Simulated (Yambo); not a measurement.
Data:

```
CELL_PARAMETERS angstrom
      0.00000     2.16275     2.16275
      2.16275     0.00000     2.16275
      2.16275     2.16275     0.00000
ATOMIC_POSITIONS crystal
  C  0.00000 0.00000 0.00000
  Si 0.75000 0.75000 0.75000
```

Workflow: LDA (Quantum ESPRESSO, PseudoDojo norm-conserving, 82 Ry, without SOC), then G0W0 in Yambo (6×6×6 Γ-centred k mesh, 76 bands and a 14 Ry block in the screening, 76 bands in G with the Bruneval-Gonze terminator, plasmon pole fitted at 27.2 eV).

Task: Give the LDA and G0W0 gaps between the band edges found on this mesh, and say where the edges lie.

Result: Edges: Γ → X. LDA: 1.31 eV; G0W0: 2.26 eV. Nearest settings tried, and what they do to the gap: 58 bands in W, 58 bands in G: -5 meV; 11 Ry block (89 vectors against 137): -48 meV; 8×8×8 mesh: +9 meV. So the settings aren't converged at that level. 

Geometry relaxed with LDA.
